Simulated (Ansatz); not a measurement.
The elements of this relaxed trial crystal are hidden behind letters.

```
lattice vectors (Å)
   2.8946    0.0000    0.0000
  -1.4473    2.5068    0.0000
   0.0000    0.0000   13.4390
fractional positions
X 0.0000 0.0000 0.8850
X 0.6667 0.3333 0.6944
X 0.0000 0.0000 0.5000
X 0.6667 0.3333 0.3056
X 0.0000 0.0000 0.1150
Z 0.6667 0.3333 0.0000
```

These are results of DFT PBE, scalar-relativistic, plane waves, PAW in Ansatz 0.2.0, not measurements. Cutoff 420 eV, Γ-centred 12×12×4 mesh (6-atom cell), Gaussian smearing of 0.10 eV, no spin polarisation.

```
Space group                                : P-6m2 (No. 187)
Conventional cell                          : a = 2.895 Å, c = 13.439 Å
Volume per atom                            : 16.25 Å³
Density                                    : 8.18 g/cm³
Formation energy                           : −0.40 eV/atom
Gap on the 12×12×4 mesh of the 6-atom cell : 0 eV (a metal)
```

Energies are uncorrected and count from the elements' standard states at the same level.

Question: X is a d-block element of period 5 and Z is a p-block element of period 2. Which elements are they?

Answer: X = Nb, Z = O, so the formula is Nb5O. Density times volume gives a mean mass of 8.18 × 16.25/1.6605 = 80.1 u per atom, and this set has 80.1 u. Among the elements that the hints allow, noble gases aside, only these give it. Around Nb on a site of symmetry 3m lie 3 O at 2.28 Å and 10 Nb at 2.89–3.09 Å; Nb on a second site of symmetry 3m has 12 Nb at 2.89–3.10 Å; O has 6 Nb at 2.28 Å and 6 O at 2.89 Å; 1 more site not described.

The cell is a metal run without spin; a magnetic state may lie lower. Symmetry constrained the relaxation, so the result can be a saddle point.
